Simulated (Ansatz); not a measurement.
PtW:
Space group P4/mmm (No. 123); a = 2.714 Å, b = 2.714 Å, c = 4.100 Å, α = 90.00°, β = 90.00°, γ = 90.00°

```json
[
 {"atom": "Pt", "site": "1a", "symmetry": "4/mmm", "x": "0.0000", "y": "0.0000", "z": "0.0000"},
 {"atom": "W", "site": "1d", "symmetry": "4/mmm", "x": "0.5000", "y": "0.5000", "z": "0.5000"}
]
```

Relaxed with PBEsol.

### Question
Decompose the optical modes at the zone centre into irreducible representations, and say which are infrared and Raman allowed.

### Answer
Point group 4/mmm: Γ_opt = A2u + Eu. Infrared: A2u, Eu. Raman: none.

### Question
Assign frequencies (DFPT, PBEsol in the plane-wave PAW code Ansatz).

### Answer
Eu 111, A2u 165 cm⁻¹.

The start of the workflow was typed in or built on a structure type; neither database checked (COD, Materials Project) lists it. Whether it is the stable phase at ambient conditions was not checked. The PBEsol relaxation kept the symmetry of its start; whether a distortion lowers the energy is not shown. No spin polarisation was allowed. As this level gives no gap, phonon frequencies hold no LO–TO term and depend on the k-mesh and smearing (Fermi–Dirac, 0.1 eV here). Axis ratios of metals converge slowly with the k-mesh, so a and c are less sure than the volume. Spin–orbit coupling is left out wherever it is not named.

Potentials: the earlier of the program's two PAW sets. The files were generated under PBE; for other functionals the program regenerates the frozen cores, and for LDA and PBEsol the local potential too.
